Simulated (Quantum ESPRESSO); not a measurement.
# Band energies of Ba2ScTaO6

```
CELL_PARAMETERS angstrom
      0.00000     4.15743     4.15743
      4.15743     0.00000     4.15743
      4.15743     4.15743     0.00000
ATOMIC_POSITIONS crystal
  O  0.75743 0.24257 0.24257
  O  0.24257 0.75743 0.75743
  O  0.24257 0.75743 0.24257
  O  0.75743 0.24257 0.75743
  O  0.24257 0.24257 0.75743
  O  0.75743 0.75743 0.24257
  Sc 0.50000 0.50000 0.50000
  Ba 0.25000 0.25000 0.25000
  Ba 0.75000 0.75000 0.75000
  Ta 0.00000 0.00000 0.00000
```

PBEsol (pw.x of Quantum ESPRESSO, ONCV potentials, no spin-orbit coupling); path ΓXWKΓLUWLK,UX; energies in eV from the valence-band maximum.

```csv
k (1/Å),point,band 36,band 37,band 38,band 39,band 40,band 41,band 42,band 43
0.00,Γ,-0.24,-0.24,0.00,0.00,0.00,3.03,3.03,3.03
0.38,,-0.52,-0.52,-0.41,-0.41,-0.02,3.11,4.06,4.06
0.76,X,-0.92,-0.92,-0.61,-0.61,-0.05,3.21,5.02,5.02
0.76,W,-1.03,-1.03,-1.03,-0.43,-0.43,4.16,4.16,5.02
1.02,K,-0.97,-0.95,-0.94,-0.83,-0.20,3.74,4.78,4.82
1.42,,-0.63,-0.59,-0.45,-0.35,-0.22,3.66,3.77,3.99
1.82,Γ,-0.24,-0.24,0.00,0.00,0.00,3.03,3.03,3.03
2.15,,-0.52,-0.52,-0.30,-0.30,-0.15,3.56,3.59,3.59
2.48,L,-0.74,-0.63,-0.59,-0.59,-0.43,4.39,4.39,4.49
2.71,,-0.86,-0.83,-0.68,-0.63,-0.37,4.17,4.53,4.56
2.94,U,-0.97,-0.95,-0.94,-0.83,-0.20,3.74,4.78,4.82
2.94,W,-1.03,-1.03,-1.03,-0.43,-0.43,4.16,4.16,5.02
3.21,,-0.90,-0.90,-0.81,-0.46,-0.44,4.27,4.28,4.74
3.48,L,-0.74,-0.63,-0.59,-0.59,-0.43,4.39,4.39,4.49
3.71,,-0.86,-0.83,-0.68,-0.63,-0.37,4.17,4.53,4.56
3.94,K,-0.97,-0.95,-0.94,-0.83,-0.20,3.74,4.78,4.82
3.94,U,-0.97,-0.95,-0.94,-0.83,-0.20,3.74,4.78,4.82
4.21,X,-0.92,-0.92,-0.61,-0.61,-0.05,3.21,5.02,5.02
```

The PBEsol gap is direct, 3.03 eV at Γ.

Spin-orbit coupling is left out, which matters for elements this heavy: edges can move by tenths of an eV.

Geometry of the Materials Project entry, not relaxed at this level.

The structure is a Materials Project entry; no match was found in the copy of COD used, and its stability was not checked.
